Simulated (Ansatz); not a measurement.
Ga₃P₂N as one 6-atom ordering (I-4m2) on the zincblende lattice, relaxed with r2SCAN. Space group I-4m2 (No. 119), tetragonal; conventional cell a = 3.649 Å, c = 15.256 Å, 16.93 Å³ an atom. N has 4 Ga at 2.07 Å; Ga has 2 N at 2.07 Å and 2 P at 2.31 Å; P has 4 Ga at 2.31 Å; Ga has 4 P at 2.31 Å.

```xyz
6
Lattice="-1.8247 1.8247 7.6278 1.8247 -1.8247 7.6278 1.8247 1.8247 -7.6278" Properties=species:S:1:pos:R:3 pbc="T T T"
N     0.0000    0.0000    0.0000
Ga    0.0000    1.8247    0.9839
P     0.0000    0.0000   10.0292
Ga    1.8247    0.0000    3.8139
P     0.0000    0.0000    5.2264
Ga    0.0000    1.8247    6.6439
```

The questions ask for values computed with the PAW code Ansatz on this geometry. Note: simulated data, non-magnetic, for a generated structure that need not be the stable one.

Question: Is there a gap with r2SCAN, and of what kind?

Answer: The r2SCAN gap is direct at Γ: 0.61 eV.

Question: How does the gap change from r2SCAN to PBE+SOC (10×10×10)?

Answer: The PBE+SOC gap is direct at Γ: 0.27 eV. Spin-orbit coupling itself accounts for -0.020 eV. The gap differs by -0.34 eV from r2SCAN's.

Question: Estimate the gap with HSE06 on 6×6×6.

Answer: HSE06 gives a direct gap of 1.06 eV at Γ. The gap differs by +0.45 eV from r2SCAN's.

Question: What does PBE0 give for the gap (6×6×6 mesh)?

Answer: The PBE0 gap is direct at Γ: 1.70 eV. The gap differs by +1.09 eV from r2SCAN's.

Question: Roughly how does the cost of the PBE0 run (6×6×6) compare with r2SCAN's (10×10×10)?

Answer: About 10 times as much (14 core-minutes against 80 core-seconds, on 4 threads of Arm Neoverse V2 (shared host)).

Question: What do these levels agree on?

Answer: r2SCAN covers 41 % of the step from PBE to HSE06, while HSE06 needs about 9 times r2SCAN's rough cost (on a coarser mesh). For gaps to 0.1 eV, spin-orbit coupling (up to 0.02 eV here) can be left out. All these functionals give a gap of the same kind, direct.

Only the levels marked +SOC include spin-orbit coupling.
